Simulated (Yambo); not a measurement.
# Optical response of LaTe

```
LaTe
1.0
    0.00000     3.24713     3.24713
    3.24713     0.00000     3.24713
    3.24713     3.24713     0.00000
Te La
1 1
Direct
  0.50000   0.50000   0.50000
  0.00000   0.00000   0.00000
```

Yambo, RPA with local fields on PBEsol bands; 12×12×12 mesh, 95 bands, 4 Ry local-field block, 0.25 eV broadening; field along x.

| E (eV) | Im ε | Im ε, independent particles |
|---|---|---|
| 0.6 | 6.15 | 6.30 |
| 1.1 | 3.88 | 4.28 |
| 1.6 | 4.65 | 5.22 |
| 2.1 | 4.45 | 4.21 |
| 2.6 | 3.46 | 3.48 |
| 3.1 | 4.14 | 4.87 |
| 3.6 | 6.09 | 7.52 |
| 4.1 | 7.24 | 9.00 |
| 4.6 | 7.55 | 9.09 |
| 5.1 | 6.92 | 7.65 |
| 5.6 | 7.82 | 8.19 |
| 6.1 | 7.67 | 7.42 |
| 6.6 | 6.13 | 5.89 |
| 7.1 | 5.49 | 5.02 |
| 7.6 | 3.62 | 3.24 |
| 8.1 | 2.27 | 2.04 |
| 8.6 | 1.64 | 1.55 |
| 9.1 | 1.31 | 1.25 |
| 9.6 | 1.01 | 1.18 |
| 10.1 | 1.24 | 1.65 |
| 10.6 | 1.30 | 1.62 |
| 11.1 | 1.05 | 1.26 |
| 11.6 | 0.95 | 1.20 |
| 12.1 | 0.75 | 0.87 |
| 12.6 | 0.64 | 0.84 |
| 13.1 | 0.65 | 0.93 |
| 13.6 | 0.72 | 1.04 |
| 14.1 | 0.71 | 0.74 |
| 14.6 | 0.58 | 0.54 |
| 15.1 | 0.58 | 0.42 |
| 15.6 | 0.47 | 0.33 |
| 16.1 | 0.40 | 0.32 |
| 16.6 | 0.37 | 0.37 |
| 17.1 | 0.41 | 0.62 |
| 17.6 | 0.47 | 1.09 |
| 18.1 | 0.49 | 1.39 |
| 18.6 | 0.42 | 1.35 |
| 19.1 | 0.43 | 2.00 |
| 19.6 | 0.48 | 2.51 |

Only interband transitions are included: the Drude term is missing, so nothing below about 0.6 eV and no real part is shown. Structure narrower than a few tenths of an eV can come from the finite k mesh.

Spin-orbit coupling is left out; for elements this heavy it splits bands near the Fermi level. The 4f states are in the valence at their DFT position.

Geometry of the Materials Project entry, not relaxed at this level.
